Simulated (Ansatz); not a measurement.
Band table of Al (bcc type)

```
CELL_PARAMETERS angstrom
-1.60516 1.60516 1.60516
1.60516 -1.60516 1.60516
1.60516 1.60516 -1.60516
ATOMIC_POSITIONS crystal
Al 0.00000 0.00000 0.00000
```

The cell comes from a relaxation on PAW files under the same functional, begun from a prototype that needn't be the stable phase.

Computed with Ansatz 0.2.0; functional PBEsol, scalar-relativistic. Settings: a Γ-centred 17×17×17 k mesh, Fermi–Dirac smearing of 0.05 eV, no spin polarisation. Methods: LAPW: all electrons, basis error target 1 meV/atom.

Path points, in fractions of the reciprocal vectors: Γ (0.000, 0.000, 0.000), H (0.500, -0.500, 0.500), N (0.000, 0.000, 0.500), P (0.250, 0.250, 0.250). The distance column jumps between branches of the path. Levels in eV from the Fermi level; bands 5 to 8, counted from the lowest band of the run. The gap is zero, the pressure 0.03 GPa.

```
# k(1/Å) point b5 b6 b7 b8
0.000 Γ -11.13 13.21 13.21 13.21
0.280 - -10.83 10.95 10.95 13.13
0.559 - -9.96 8.24 8.24 10.28
0.839 - -8.51 5.95 5.95 7.66
1.118 - -6.51 4.15 4.15 5.61
1.398 - -3.98 2.87 2.87 4.15
1.678 - -0.98 2.10 2.10 3.27
1.957 H 1.84 1.84 1.84 2.97
2.155 - 0.54 0.89 1.97 3.57
2.353 - -0.93 -0.45 2.35 4.25
2.550 - -2.15 -1.64 3.00 5.05
2.748 - -3.10 -2.60 3.90 6.08
2.946 - -3.78 -3.30 5.06 7.34
3.143 - -4.19 -3.73 6.49 8.79
3.341 N -4.33 -3.87 8.11 8.24
3.539 - -5.95 -2.00 8.22 8.38
3.737 - -7.51 0.33 8.57 8.80
3.934 - -8.80 2.90 9.15 9.48
4.132 - -9.81 5.68 9.95 10.40
4.330 - -10.54 8.61 10.99 11.51
4.527 - -10.98 11.48 12.23 12.64
4.725 Γ -11.13 13.21 13.21 13.21
4.967 - -10.91 11.45 11.59 11.59
5.209 - -10.25 8.77 8.77 9.10
5.451 - -9.16 6.06 6.06 6.79
5.694 - -7.65 3.70 3.70 4.65
5.936 - -5.73 1.73 1.73 2.79
6.178 - -3.44 0.17 0.17 1.27
6.420 P -0.99 -0.99 -0.99 0.36
6.662 - -1.74 -1.74 -0.88 2.53
6.904 - -2.08 -2.08 -1.20 5.89
7.146 - -2.01 -2.01 -1.13 9.51
7.389 - -1.54 -1.54 -0.67 10.05
7.631 - -0.66 -0.66 0.16 7.12
7.873 - 0.61 0.61 1.20 4.62
8.115 H 1.84 1.84 1.84 2.97
9.810 P -0.99 -0.99 -0.99 0.36
9.950 - -1.88 -1.44 0.03 0.93
10.090 - -2.63 -2.13 1.19 2.00
10.229 - -3.24 -2.74 2.48 3.24
10.369 - -3.71 -3.23 3.90 4.59
10.509 - -4.05 -3.59 5.45 6.01
10.649 - -4.26 -3.80 7.07 7.37
10.789 N -4.33 -3.87 8.11 8.24
```
